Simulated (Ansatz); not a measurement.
HfRh$_{3}$ (Cu3Au type, space group No. 221), a = 3.8645 Å, b = 3.8645 Å, c = 3.8645 Å, α = 90.00°, β = 90.00°, γ = 90.00°.

This is the LDA-relaxed structure.

Problem. All from the program Ansatz at the LDA level (PAW), unless another level is named. Predict the Hill bulk and shear moduli.

Solution. 264 and 134 GPa.

Problem. Give the highest zone-centre frequency.

Solution. 216 cm⁻¹.

Problem. Predict the elastic constants (relaxed ions, GPa).

Solution. C11 = 381, C12 = 205, C44 = 176.

Space group Pm-3m (Cu3Au type). The workflow started from a Materials Project entry (that database holds measured and hypothetical structures alike); the Crystallography Open Database files this formula in space group No. 221, but the cells were not matched. Its standing as an ambient phase is unchecked. The cell was relaxed with LDA under the symmetry of its start; of distortions, only those at the zone centre were tested. No spin polarisation was allowed. As this level gives no gap, shear constants depend on the k-mesh and smearing (Fermi–Dirac, 0.1 eV here). As this level gives no gap, phonon frequencies hold no LO–TO term and depend on the k-mesh and smearing (Fermi–Dirac, 0.1 eV here). Spin–orbit coupling is left out wherever it is not named.

Potentials: the later of the program's two PAW sets.
